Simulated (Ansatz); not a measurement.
Relaxed-ion elastic tensor of Bi2Te3 in space group R-3m (No. 166; Bi on 6c, Te on 6c, Te on 3a) in GPa (Voigt order), DFT-r²SCAN+D4 in the program Ansatz with PAW potentials; density 7.52 g/cm³, 35.35 Å³ per atom.

```
68.0  18.1  16.7  -9.1   0.0   0.0
18.1  68.0  16.7   9.1   0.0   0.0
16.7  16.7  28.8   0.0   0.0   0.0
-9.1   9.1   0.0  17.5   0.0   0.0
 0.0   0.0   0.0   0.0  17.5  -9.1
 0.0   0.0   0.0   0.0  -9.1  25.0
```

Task: Is the crystal mechanically stable?

Result: Yes: the smallest eigenvalue of C is 11.4 GPa.

Task: Work out the Voigt, Reuss and Hill averages.

Result: K_V = 29.7, K_R = 25.0, K_H = 27.4; G_V = 19.6, G_R = 15.0, G_H = 17.3 GPa.

Task: Give Young's modulus, Poisson's ratio, Pugh's ratio and the universal anisotropy index.

Result: E = 9KG/(3K + G) = 42.9 GPa; ν = 0.24; K/G = 1.58 (brittle by the Pugh limit of 1.75); A_U = 5G_V/G_R + K_V/K_R − 6 = 1.70.

Task: Estimate the sound speeds and the Debye temperature.

Result: v_l = √((K + 4G/3)/ρ) = 2590 m/s, v_t = √(G/ρ) = 1520 m/s, mean 1680 m/s; Θ = (h/k)(3n/4πV)^(1/3) v_m = 153 K.

Task: Solve the Christoffel equation for the three sound speeds along x, y, z.

Result: Eigenvalues of C_ijkl n_j n_l equal ρv². In km/s, slowest first: x 1.23, 2.03, 3.01; y 1.45, 1.82, 3.04; z 1.53, 1.53, 1.96.

Task: How much does each axis shrink under pressure?

Result: Linear compressibilities β_i = Σ_j S_ij (j = 1 to 3): x 6.3, y 6.3, z 27 per TPa.

Symmetry was held in the r²SCAN+D4 relaxation. Spin–orbit coupling is left out wherever it is not named.

Potentials: the earlier of the program's two PAW sets.
